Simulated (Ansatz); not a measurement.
KTaO3 (cubic perovskite), relaxed with HSE06 (Ansatz, a quantum-chemistry and plane-wave program, plane waves, PAW): a = b = c = 3.986 Å, α = β = γ = 90.00°.

```
Property              Result
--------------------  ------
gap (eV)                3.58
B₀ by P(V) fit (GPa)     212
```

### Question
The same phase is relaxed and computed with r²SCAN in the same code. What are the cell and these values now?

### Answer
a = b = c = 3.9901 Å, α = β = γ = 90.00°.

- gap (eV) = 2.63
- B₀ by P(V) fit (GPa) = 209

All cells were relaxed under the symmetry of their starts (and spin orders); stability against distortions was not tested throughout. Rows with no word on spin ran without spin polarisation. Spin–orbit coupling is left out wherever it is not named.

Potentials: the later of the program's two PAW sets.

Ansatz is a plane-wave DFT program.
